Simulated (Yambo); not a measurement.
G0W0@PBEsol for RbBr (rock salt, space group Fm-3m, No. 225) in Yambo. Reference settings: 4×4×4 Γ-centred k mesh, 224 bands and a 7 Ry block in the screening, 224 bands in G with the Bruneval-Gonze terminator, plasmon pole fitted at 27.2 eV. The PBEsol gap Γ → Γ on this mesh is 4.06 eV; G0W0 gaps are taken between the same points.

| change from the reference | G0W0 gap Γ → Γ (eV) | shift of the valence edge (eV) |
|---|---|---|
| reference settings | 6.58 | -1.84 |
| 78 bands in W, 78 bands in G | ___ | -1.62 |
| 3 Ry block | 6.36 | -1.67 |
| 138 bands in W, 138 bands in G | 6.54 | -1.76 |
| no random integration | 6.47 | -1.64 |
| 138 bands in G | 6.57 | -1.83 |

**Question.** Estimate the withheld gaps from the other rows; the computed values follow.

**Answer.** 
- 78 bands in W, 78 bands in G, G0W0 gap Γ → Γ (eV): 6.51

The reference isn't shown to be the converged limit.

Spin-orbit coupling is included.

Geometry relaxed with PBEsol; primitive cell a = 4.8389 Å, b = 4.8389 Å, c = 4.8389 Å, α = 60.00°, β = 60.00°, γ = 60.00°.

A shift is the quasiparticle energy of the state minus its PBEsol energy.
